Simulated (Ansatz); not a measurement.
Here is the system:

BaSrTi₂O₆:
```
CELL_PARAMETERS angstrom
      0.00000     3.95243     3.95243
      3.95243     0.00000     3.95243
      3.95243     3.95243     0.00000
ATOMIC_POSITIONS crystal
  Sr 0.00000 0.00000 0.00000
  Ti 0.25000 0.25000 0.25000
  O  0.00000 0.00000 0.50000
  O  0.00000 0.50000 0.00000
  O  0.50000 0.00000 0.00000
  Ba 0.50000 0.50000 0.50000
  Ti 0.75000 0.75000 0.75000
  O  0.50000 0.50000 0.00000
  O  0.50000 0.00000 0.50000
  O  0.00000 0.50000 0.50000
```

This is the r²SCAN-relaxed structure.

All from r²SCAN in the plane-wave PAW code Ansatz, unless another level is named. Estimate the Poisson's ratio.

0.23.

Give the elastic constants (relaxed ions, GPa).

C11 = 332, C12 = 111, C44 = 128.

Space group Fm-3m. The start of the workflow was typed in or built on a structure type; neither database checked (COD, Materials Project) lists it. Whether it is the stable phase at ambient conditions was not checked. The r²SCAN relaxation kept the symmetry of its start; its stability against distortions is not shown here. The workflow began spin-polarised and lost its moments. Scalar-relativistic: spin–orbit coupling is off unless named, which matters more the heavier the elements.

Potentials: the later of the program's two PAW sets.
